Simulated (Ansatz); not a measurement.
**CdS: levels along high-symmetry lines**

```
Cd S
1.0
     4.19598    0.00000    0.00000
    -2.09799    3.63382    0.00000
     0.00000    0.00000    6.83072
Cd S
2 2
Direct
  0.33333 0.66667 0.99979
  0.66667 0.33333 0.49979
  0.33333 0.66667 0.37621
  0.66667 0.33333 0.87621
```

Atom numbers follow the list: Cd1, Cd2, S3, S4.

The cell was built from the wurtzite type and relaxed in the same program, and has space group P6_3mc; it needn't be a known or the stable phase.

Theory: DFT, PBE, all-electron LAPW, scalar-relativistic in Ansatz 0.2.0.

Sampling and basis: a Γ-centred 11×11×6 k mesh, Fermi–Dirac smearing of 0.05 eV, basis error target 1 meV/atom, no spin polarisation.

Points in fractions of the reciprocal vectors of this cell: Γ (0, 0, 0), M (0.5, 0, 0), K (0.333, 0.333, 0), A (0, 0, 0.5), L (0.5, 0, 0.5), H (0.333, 0.333, 0.5). The path joins them by straight lines in the order Γ–M–K–Γ–A–L–H–A–L; legs that retrace an earlier one aren't tabulated. Energies are in eV from the top of the valence band.

(1) Metal or insulator at this level of theory?

(2) Tabulate bands 32 to 37, counted from the lowest band of the run, along the path.

Results:

(1) An insulator or semiconductor: gap 1.11 eV, direct at Γ.

(2) 
```
k (1/Å)  point  band 32  band 33  band 34  band 35  band 36  band 37
   0.00      Γ    -0.04     0.00     0.00     1.11     2.74     6.47
   0.22           -0.80    -0.14    -0.10     1.89     3.29     5.99
   0.43           -1.25    -0.45    -0.35     2.87     3.95     5.48
   0.65           -1.59    -0.90    -0.59     3.46     3.94     5.27
   0.86      M    -1.72    -1.18    -0.69     3.62     3.88     5.12
   0.99           -1.84    -1.22    -0.83     3.79     4.11     5.09
   1.11           -2.00    -1.32    -1.12     4.20     4.62     4.99
   1.24           -1.92    -1.49    -1.39     4.61     4.86     4.97
   1.36      K    -1.70    -1.70    -1.51     4.75     4.93     4.93
   1.61           -2.24    -1.20    -1.12     4.28     4.88     5.13
   1.86           -1.53    -0.62    -0.56     3.27     4.42     5.57
   2.11           -0.83    -0.18    -0.16     2.06     3.44     5.92
   2.36      Γ    -0.04     0.00     0.00     1.11     2.74     6.47
   2.48           -0.38    -0.03    -0.03     1.44     2.76     6.49
   2.59           -0.60    -0.11    -0.11     1.99     2.81     6.28
   2.71           -0.49    -0.22    -0.22     2.47     2.84     6.06
   2.82      A    -0.36    -0.36    -0.36     2.76     2.76     6.11
   3.04           -0.77    -0.50    -0.50     3.23     3.23     5.70
   3.25           -1.22    -0.82    -0.82     3.73     3.73     5.38
   3.47           -1.26    -1.12    -1.12     3.58     3.58     5.39
   3.69      L    -1.23    -1.23    -1.23     3.46     3.46     5.35
   3.81           -1.46    -1.13    -1.13     3.61     3.61     5.43
   3.94           -1.81    -1.08    -1.08     3.95     3.95     5.67
   4.06           -2.12    -1.04    -1.04     4.22     4.22     5.96
   4.19      H    -2.24    -1.03    -1.03     4.30     4.30     6.10
   4.44           -1.87    -1.09    -1.09     4.18     4.18     5.80
   4.68           -1.24    -1.09    -1.09     4.03     4.03     5.39
   4.93           -0.86    -0.56    -0.56     3.36     3.36     5.62
   5.18      A    -0.36    -0.36    -0.36     2.76     2.76     6.11
```
